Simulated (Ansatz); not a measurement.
Li₂MgH₄: which input changes reach the field gradients?

Cell: a computed structure from the Materials Project (it need not be an observed phase).

Space group Pbam (No. 55); a = 4.9236, b = 9.3005, c = 2.9249 Å.

| site | Wyckoff | site symmetry | x | y | z |
| --- | --- | --- | --- | --- | --- |
| Li | 4h | ..m | 0.9824 | 0.2895 | 0.5000 |
| Mg | 2a | ..2/m | 0.5000 | 0.5000 | 0.0000 |
| H7 | 4h | ..m | 0.7060 | 0.5871 | 0.5000 |
| H11 | 4g | ..m | 0.7179 | 0.3230 | 0.0000 |

One atom of each set is listed.

Reference run. The numbers come from a DFT calculation in Ansatz (PBE, plane waves and PAW, scalar-relativistic, 420 eV cutoff, Γ-centred 6×3×9 k-points, Fermi–Dirac smearing 0.02 eV).

It gives V_zz (10²¹ V/m²) Mg 0.75 (η 0.30), H7 -0.34 (η 0.34), among others. Each of these runs changes the input as listed (caps on SCF iterations aside):

A. basis.xc_grid: not typed → 1
B. basis.ecutwfc: not typed → 700 eV; hamiltonian.xc: pbe → r2scan

Problem. Which of these changes matter for the gradients?

Solution. 

```tsv
run	Mg V_zz (η)	H7 V_zz (η)	largest change of a gradient tensor, all atoms	note
A	0.75 (0.30)	-0.34 (0.34)	0.00	converged
B	0.74 (0.30)	-0.34 (0.35)	0.02	converged; another functional
```

Run B moves them most, on Mg (V_zz from 0.75 to 0.74).

Run B changes basis.ecutwfc, hamiltonian.xc together, so the table can't tell their shares apart.

On the reference run: With these PAW files V_zz is typically within 2 to 3 % of all-electron values, but misses above 10 % occur on Li.
